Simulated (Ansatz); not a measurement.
Input file for Ansatz (an electronic-structure program):

Ansatz 0.2 input:
```yaml
crystal:
  lattice:
    - [2.3742078094, 1.3707495178, 3.1489411341]
    - [-2.3742078094, 1.3707495178, 3.1489411341]
    - [0.0, -2.7414990357, 3.1489411341]
  atoms:
    - { symbol: C, position: [0.4899788995, 0.4899788995, 0.0196065563] }
    - { symbol: C, position: [0.0196065563, 0.4899788995, 0.4899788995] }
    - { symbol: C, position: [0.4899788995, 0.0196065563, 0.4899788995] }
    - { symbol: N, position: [0.6598779038, 0.1700177807, 0.1700177807] }
    - { symbol: N, position: [0.1700177807, 0.6598779038, 0.1700177807] }
    - { symbol: N, position: [0.1700177807, 0.1700177807, 0.6598779038] }
    - { symbol: N, position: [0.6655251796, 0.6655251796, 0.6655251796] }
kpoints:
  mp_grid: { grid: [6, 6, 6] }
hamiltonian:
  xc: r2scan
  dispersion: d4
  pseudopotentials: { azcp: { folder: ./paw }, kind: paw }
scf:
  occupations: { method: fixed }
output:
  optics: { e_range: [0.0, 15.0], de: 0.05, sigma: 0.1, bands: { spectra_wanted_up_to: 12 eV } }
```

Output (shortened):

```
output.optics: the spectra are integrated over the Brillouin zone by k·p interpolation around the k-points, where levels, occupations, output.optics.sigma and …
Pseudopotential: C, paw, valence charge 4
Pseudopotential: N, paw, valence charge 5
Functional definition: r2SCAN
Crystal: 7 atoms, lattice volume = 61.488 Å³
Basis set: ecut = 500 eV, 1601 PW (Γ), exchange–correlation on 128×128×128 points (64 copies of the dense FFT grid, shifted against one another)
Bands: 23, of which v1, the nominal top of the filled ones, is band 16 counted from 1 (15 counted from 0)
Symmetry: 6 space group operations
Space group: R3m (ITA 160), of the structure as read, at distance tolerance 3.9e-5 Å
k-points: 32 of 216 (time reversal used)
SCF iter   1: F=—  HF=-2294.940641 eV  |F-HF|=—  |Δ(HF+E_count)|=         —  Δρ=1.41e-1  dr2=9.89e0  dr2_τ=2.03e0  ethr=3.10e-3  ⟨swp⟩=4.3  Hψ=3077  notcnv=0  defer=147
preconditioner: auto → none
SCF iter   2: F=—  HF=-2292.596454 eV  |F-HF|=—  |Δ(HF+E_count)|=    2.34e0  Δρ=7.47e-2  dr2=2.01e0  dr2_τ=4.26e-1  ethr=3.10e-3  ⟨swp⟩=3.3  Hψ=1986  notcnv=0  defer=160
SCF iter   3: F=—  HF=-2292.298923 eV  |F-HF|=—  |Δ(HF+E_count)|=   2.98e-1  Δρ=3.12e-2  dr2=3.62e-1  dr2_τ=5.70e-2  ethr=3.10e-3  ⟨swp⟩=2.3  Hψ=1459  notcnv=0  defer=154
SCF iter   4: F=—  HF=-2292.276553 eV  |F-HF|=—  |Δ(HF+E_count)|=   2.24e-2  Δρ=1.51e-2  dr2=7.45e-2  dr2_τ=7.57e-3  ethr=1.13e-3  ⟨swp⟩=2.0  Hψ=1164  notcnv=0  defer=160
SCF iter   5: F=—  HF=-2292.272834 eV  |F-HF|=—  |Δ(HF+E_count)|=   3.72e-3  Δρ=4.48e-3  dr2=4.18e-3  dr2_τ=8.32e-4  ethr=2.33e-4  ⟨swp⟩=2.1  Hψ=1170  notcnv=0  defer=160
SCF iter   6: F=—  HF=-2292.274544 eV  |F-HF|=—  |Δ(HF+E_count)|=   1.71e-3  Δρ=8.83e-4  dr2=1.66e-4  dr2_τ=1.29e-5  ethr=1.31e-5  ⟨swp⟩=2.2  Hψ=1199  notcnv=0  defer=160
SCF iter   7: F=—  HF=-2292.274639 eV  |F-HF|=—  |Δ(HF+E_count)|=   9.56e-5  Δρ=1.11e-4  dr2=2.57e-6  dr2_τ=2.49e-7  ethr=5.20e-7  ⟨swp⟩=2.4  Hψ=1106  notcnv=0  defer=159
SCF iter   8: F=—  HF=-2292.274642 eV  |F-HF|=—  |Δ(HF+E_count)|=   3.02e-6  Δρ=1.75e-5  dr2=6.34e-8  dr2_τ=1.04e-8  ethr=8.02e-9  ⟨swp⟩=2.5  Hψ=1283  notcnv=0  defer=71
SCF iter  11: F=-2292.274642 eV  HF=-2292.274642 eV  |F-HF|=9.09e-13  |Δ(HF+E_count)|=  1.36e-12  Δρ=6.40e-8  dr2=1.02e-12  dr2_τ=7.94e-14  ethr=1.00e-12  ⟨swp⟩=10.7  Hψ=3219  notcnv=0
SCF 1 converged in 11 iterations: F = -2292.274642 eV  dr2 = 1.02e-12
NSCF: frozen V_eff on 32 k-points
Optics k sum: 0 of 32 k-points
Optics k sum: 2 of 32 k-points
Optics k sum: 4 of 32 k-points
Optics k sum: 5 of 32 k-points
Optics k sum: 7 of 32 k-points
Optics k sum: 8 of 32 k-points
Optics k sum: 10 of 32 k-points
Optics k sum: 12 of 32 k-points
Optics k sum: 13 of 32 k-points
Optics k sum: 15 of 32 k-points
Optics k sum: 16 of 32 k-points
Optics k sum: 18 of 32 k-points
Optics k sum: 20 of 32 k-points
Optics k sum: 21 of 32 k-points
Optics k sum: 23 of 32 k-points
Optics k sum: 24 of 32 k-points
Optics k sum: 26 of 32 k-points
Optics k sum: 28 of 32 k-points
Optics k sum: 29 of 32 k-points
Optics k sum: 31 of 32 k-points
Optics k sum: 32 of 32 k-points
Optics k sum: 0 of 32 k-points
Optics k sum: 2 of 32 k-points
Optics k sum: 4 of 32 k-points
Optics k sum: 5 of 32 k-points
Optics k sum: 7 of 32 k-points
Optics k sum: 8 of 32 k-points
Optics k sum: 10 of 32 k-points
Optics k sum: 12 of 32 k-points
Optics k sum: 13 of 32 k-points
Optics k sum: 15 of 32 k-points
Optics k sum: 16 of 32 k-points
Optics k sum: 18 of 32 k-points
Optics k sum: 20 of 32 k-points
Optics k sum: 21 of 32 k-points
Optics k sum: 23 of 32 k-points
Optics k sum: 24 of 32 k-points
Optics k sum: 26 of 32 k-points
Optics k sum: 28 of 32 k-points
Optics k sum: 29 of 32 k-points
Optics k sum: 31 of 32 k-points
Optics k sum: 32 of 32 k-points
NSCF: frozen V_eff on 1 k-points
NSCF: frozen V_eff on 1 k-points
NSCF: frozen V_eff on 1 k-points
output.optics: what the bands over the 35 summed would add to eps1, eps2 and the energy-loss function is held between a lower and an upper bound (8 Lanczos …
SCF converged after 11 iterations
Free energy (F): -2292.274642 eV
Harris-Foulkes:  -2292.274642 eV  (|F-HF|=9.09e-13)
Internal energy: -2292.274642 eV  (E = F + TS)
E sigma→0 (E₀):  -2292.274642 eV
Fermi energy:    6.256335 eV
--- Per-component energies (eV) ---
  E_band       = -127.391165
  E_kinetic    = 784.637450
  E_local      = -1480.143393  (includes V_loc(G=0)·N_el)
  E_nonlocal   = 208.081651
  E_hartree    = 478.336870
  E_xc         = -369.022083
  E_vxc        = -518.793519  (∫ρ·V_xc dr)
  E_paw        = -824.832382  (= ΣΔE_a)
  E_vpaw       = -108.859391  (= ΣTr[D̂ρ^β])
  E_aug_tail   = -0.000059  (compensation charges beyond the density's cutoff)
  E_vtau       = 31.012359  (kinetic-family band-sum trace: ∫τ·v_τ [+ j·A + Jᵃ·Aᵃ] dr)
  E_ewald      = -1088.658090
  E_disp       = -0.482025  (pairwise vdW)
  E_core_change = -0.192581  (= ΣΔE_core)
  E_smearing   =  0.000000  (= −TS)
  E_closure    =  0.000000  (closes the sum)
  Σ components = -2292.274642   (vs F -2292.274642, Δ=0.00e0)
  [band-id]    e_kinetic+e_local+e_nonlocal+2·e_hartree+e_vxc+e_vpaw+e_augmentation_tail+e_vtau = -127.391162   (vs E_band -127.391165, Δ=2.41e-6)
--- Band table (eV; the first three rows and the last of 32) ---
  k-point 0: bands = ["-17.7019", "-12.9624", "-12.7423", "-12.7423", "-8.7853", "-8.7853", "-3.0590", "-1.4545", "-0.9637", "-0.6549", "-0.6549", "2.1872", "2.1872", "3.2373", "6.2563", "6.2563", "7.9165", "7.9165", "11.4098", "13.2590", "13.4572", "13.6571", "13.6571"]
  k-point 1: bands = ["-17.5518", "-13.8340", "-12.8232", "-12.3251", "-8.4890", "-8.1683", "-3.2884", "-1.4396", "-1.3571", "-0.8180", "-0.4485", "1.4941", "2.0338", "3.5835", "5.6803", "6.1369", "8.2807", "8.4448", "11.7784", "13.5039", "13.6420", "14.1489", "14.3399"]
  k-point 2: bands = ["-17.1424", "-14.8875", "-12.9672", "-12.1927", "-7.8030", "-6.6972", "-3.9311", "-2.9582", "-1.1412", "-1.0341", "0.4533", "0.6934", "1.7631", "3.7708", "4.2691", "5.8874", "9.0217", "9.6752", "12.6494", "13.7769", "13.9009", "15.6370", "16.0622"]
  k-point 31: bands = ["-17.4469", "-13.0489", "-12.8380", "-12.8380", "-8.8737", "-8.8737", "-3.3906", "-3.0021", "-0.9920", "-0.6250", "-0.6250", "2.9501", "2.9501", "3.8335", "6.2136", "6.2136", "8.5573", "8.5573", "12.9874", "13.8840", "13.8840", "14.4385", "17.5026"]
```

Cost: very roughly 50 core-seconds on shared cores.

The workflow started from a Materials Project entry (that database holds measured and hypothetical structures alike); the Crystallography Open Database copy checked does not list it. COD files the formula under space group No. 227. Whether it is the stable phase at ambient conditions was not checked. The cell was relaxed with r²SCAN+D4 under the symmetry of its start. At this level the phase is dynamically unstable (imaginary phonons). Its formation energy is positive at this level, so the cell may be metastable or incomplete.

Potentials: the earlier of the program's two PAW sets. The files were generated under PBE; for other functionals the program regenerates the frozen cores, and for LDA and PBEsol the local potential too.

Ansatz is a plane-wave DFT program.
